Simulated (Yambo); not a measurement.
```xyz
5
Lattice="3.9127 0.0000 0.0000 0.0000 3.9127 0.0000 0.0000 0.0000 3.9127" Properties=species:S:1:pos:R:3 pbc="T T T"
O      1.9564     0.0000     1.9564
O      0.0000     1.9564     1.9564
O      1.9564     1.9564     0.0000
Ti     1.9564     1.9564     1.9564
Sr     0.0000     0.0000     0.0000
```

SrTiO$_{3}$ (cubic perovskite, space group Pm-3m, No. 221): G0W0@PBEsol in Yambo (4×4×4 Γ-centred k mesh, bands 2 to 118 and a 8 Ry block in the screening, 118 bands in G with the Bruneval-Gonze terminator, plasmon pole fitted at 27.2 eV) on wavefunctions from Quantum ESPRESSO. With the symmetry operations that carry no fractional translation, the mesh has 10 irreducible k points, and the gap R → Γ is 3.469 eV.

Q: What changes when point-group symmetry is switched off and time reversal alone is kept?

A: The mesh then has 36 irreducible points. The exact result doesn't change; the run gives 3.468 eV, and the difference is numerical residue, whose source wasn't traced. Rough time against the symmetric run: about 3× for the empty bands, about 4× for Yambo (3 states against 4).

Geometry of the Materials Project entry, not relaxed at this level.
